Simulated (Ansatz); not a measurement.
Zn (hcp, Mg type)

```xyz
4
Lattice="5.2453 0.0000 0.0000 -1.3113 2.2713 0.0000 0.0000 0.0000 5.1887" Properties=species:S:1:pos:R:3 pbc="T T T"
Zn     0.0000     1.5142     3.8915
Zn     2.6226     1.5142     3.8915
Zn     1.3113     0.7571     1.2972
Zn     3.9339     0.7571     1.2972
```

The atoms are displaced by Q × the pattern below (from a DFPT mode at M = (0.5, 0.0, 0.0), largest move 1; Q in Å), at fixed cell. (q is in reciprocal vectors of the primitive cell; the cell shown is doubled to hold the pattern.)

| atom | x | y | z |
|---|---|---|---|
| Zn1 | 0.000 | 0.000 | -1.000 |
| Zn2 | 0.000 | 0.000 | 1.000 |
| Zn3 | 0.000 | 0.000 | 1.000 |
| Zn4 | 0.000 | 0.000 | -1.000 |

Method: PBE (plane waves to 420 eV, PAW, scalar-relativistic; Ansatz, a first-principles code). k mesh 10×20×9 (Γ-centred), Fermi-Dirac smearing 0.05 eV. Energies are smeared free energies. With partly filled bands, energies and forces of such displacements shift with the k mesh and the smearing. Zn was relaxed with its symmetry unable to fall. ΔE is measured from the undisplaced structure.

The scan covers Q from -0.280 to 0.280 Å in 13 points.

Question: Which space group does the distorted structure have?

Answer: Pnma (No. 62), lowered from P6_3/mmc.

Question: What is the energy change at Q = 0.280 Å?

Answer: 208 meV/cell.

Question: What harmonic wavenumber does the curvature at Q = 0 give?

Answer: 47 cm⁻¹.

(For displaced atoms, the force is minus the slope of the energy, and its curvature is a force constant, which sets phonon frequencies.)
